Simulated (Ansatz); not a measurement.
## AlIr: from a starting cell to a relaxed one

The relaxed structure here is a generated cell of AlIr: the first start was made by placing the elements on the sites of a structure type, and the end was not matched to a known phase here, so it may be hypothetical.

The start is a generated cell, AlIr placed in the AFLOW prototype AB_oP8_62_c_c (B29, as in SnS). Cell shape, volume and atoms are optimised at zero target pressure with PBEsol (plane waves to 420 eV, PAW, scalar-relativistic; Ansatz, a quantum-chemistry and plane-wave program). First-step values are on the input's coarse k-mesh.

Ansatz input (later rounds restart from its end on a renewed k-mesh):
Ansatz 0.2 input:
```yaml
crystal:
  lattice:
    - [9.2006072, 0, 0]
    - [0, 3.2769962, 0]
    - [0, 0, 3.5625607]
  atoms:
    - { symbol: Al, position: [0.61937, 0.25, 0.3806] }
    - { symbol: Al, position: [0.11937, 0.25, 0.1194] }
    - { symbol: Al, position: [0.38063, 0.75, 0.6194] }
    - { symbol: Al, position: [0.88063, 0.75, 0.8806] }
    - { symbol: Ir, position: [0.3507, 0.25, 0.0201] }
    - { symbol: Ir, position: [0.8507, 0.25, 0.4799] }
    - { symbol: Ir, position: [0.6493, 0.75, 0.9799] }
    - { symbol: Ir, position: [0.1493, 0.75, 0.5201] }
basis: { ecutwfc: 420, ecutrho_ratio: 4, xc_grid: 2, fft_grid_basis: typed }
kpoints: { mp_grid: { grid: [4, 10, 9] } }
hamiltonian:
  xc: pbesol
  dispersion: none
  pseudopotentials: { kind: paw }
scf: { occupations: { method: fermi_dirac, width: 0.05 } }
relax: { f_tol: 0.01, max_steps: 100, cell: { stress_tol: 0.02 } }
output: { forces: true, stress: true }
```

| Property | Result |
|---|---|
| Initial pressure | +45.6 GPa (positive: the cell is compressed) |
| Largest initial force | 6.75 eV/Å, on Al1, Al2, Al3, Al4 (atoms numbered as listed) |
| Outcome | The space group goes from Pnma (No. 62) to Cmcm (No. 63), with 4 atoms in the primitive cell |
| Volume change | +3.5 %, from 13.43 to 13.89 Å³/atom |
| Band gap at the end | zero (metallic) |
| Optimiser moves | 24 |

It ends as:

```cif
data_Al4Ir4
_chemical_formula_sum 'Al4 Ir4'
_space_group_name_H-M_alt 'Cmcm'
_space_group_IT_number 63
_space_group_name_Hall '-C 2c 2'
_cell_length_a 2.80509
_cell_length_b 9.57573
_cell_length_c 4.13803
_cell_angle_alpha 90.000
_cell_angle_beta 90.000
_cell_angle_gamma 90.000
loop_
_space_group_symop_operation_xyz
  'x, y, z'
  '-x, -y, -z'
  '-x, -y, z+1/2'
  'x, y, -z+1/2'
  'x, -y, -z'
  '-x, y, z'
  '-x, y, -z+1/2'
  'x, -y, z+1/2'
  'x+1/2, y+1/2, z'
  '-x+1/2, -y+1/2, -z'
  '-x+1/2, -y+1/2, z+1/2'
  'x+1/2, y+1/2, -z+1/2'
  'x+1/2, -y+1/2, -z'
  '-x+1/2, y+1/2, z'
  '-x+1/2, y+1/2, -z+1/2'
  'x+1/2, -y+1/2, z+1/2'
loop_
_atom_site_label
_atom_site_type_symbol
_atom_site_symmetry_multiplicity
_atom_site_Wyckoff_symbol
_atom_site_fract_x
_atom_site_fract_y
_atom_site_fract_z
_atom_site_occupancy
Al1 Al 4 c 0.00000 0.08510 0.75000 1
Ir1 Ir 4 c 0.00000 0.65272 0.25000 1
```
(The calculation used a cell of 4 atoms; values per cell refer to that cell.)

Final values are on a 17×17×11 k-mesh of the relaxed cell. No spin polarisation in the result.

The run could not lower the symmetry of its start; a shaken copy of this end point relaxes with PBEsol to Pm-3m (No. 221), 0.32 eV/atom lower.
